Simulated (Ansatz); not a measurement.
## Yb, simple cubic: geometry optimisation

Method: DFT, r2SCAN, plane waves (500 eV) with PAW, scalar-relativistic (Ansatz 0.2.0). (PAW data from PBE, frozen cores regenerated.)

k-point mesh 9×9×9, Fermi-Dirac smearing 0.1 eV, no spin polarisation. Cell and atoms relax.

Starting structure:

```
Yb
1.0
     3.54590    0.00000    0.00000
     0.00000    3.54590    0.00000
     0.00000    0.00000    3.54590
Yb
1
Direct
  0.00000 0.00000 0.00000
```

Problem. The pressure at the start is -2.0 GPa. By how much does the volume change?

Solution. From 44.58 to 35.69 Å³ per atom, -20.0 %. The final cell has a = 3.292 Å.

Problem. How much energy does the relaxation gain?

Solution. 66.3 meV per atom.

Path of the relaxation (the plane waves are chosen anew near the end, which can shift the energy a little):

```tsv
step	E − E(final) (meV/atom)	V (Å³/atom)	P (GPa)	max force (eV/Å)
0	66.35	44.584	-2.04	0.000
1	35.55	41.934	-1.63	0.000
2	-0.33	35.981	-0.09	0.000
3	-0.43	35.689	0.02	0.000
4	0.00	35.689	0.01	0.000
```
